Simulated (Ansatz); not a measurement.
Given:

MoP:
```cif
data_MoP
_chemical_formula_sum 'Mo1 P1'
_space_group_name_H-M_alt 'P 1'
_space_group_IT_number 1
_cell_length_a 2.97419
_cell_length_b 2.97419
_cell_length_c 2.97419
_cell_angle_alpha 90.000
_cell_angle_beta 90.000
_cell_angle_gamma 90.000
loop_
_space_group_symop_operation_xyz
  'x, y, z'
loop_
_atom_site_label
_atom_site_type_symbol
_atom_site_fract_x
_atom_site_fract_y
_atom_site_fract_z
_atom_site_occupancy
Mo1 Mo 0.00000 0.00000 0.00000 1
P1 P 0.50000 0.50000 0.50000 1
```

This is the PBEsol-relaxed structure.

Q: All from plane-wave PAW PBEsol (Ansatz code), unless another level is named. Predict the Debye temperature from the elastic constants.

A: 595 K.

Q: And the elastic constants (relaxed ions, GPa)?

A: C11 = 484, C12 = 141, C44 = 128.

Space group Pm-3m (CsCl type). A made-up cell: these elements were put on the sites of a structure type; neither database checked (COD, Materials Project) lists it. COD files the formula under space group No. 187, so this cell is another polymorph or a model. Its standing as an ambient phase is unchecked. Symmetry was held in the PBEsol relaxation; of distortions, only those at the zone centre were tested. The run is not spin-polarised. As this level gives no gap, shear constants depend on the k-mesh and smearing (Fermi–Dirac, 0.1 eV here).

Potentials: the later of the program's two PAW sets.
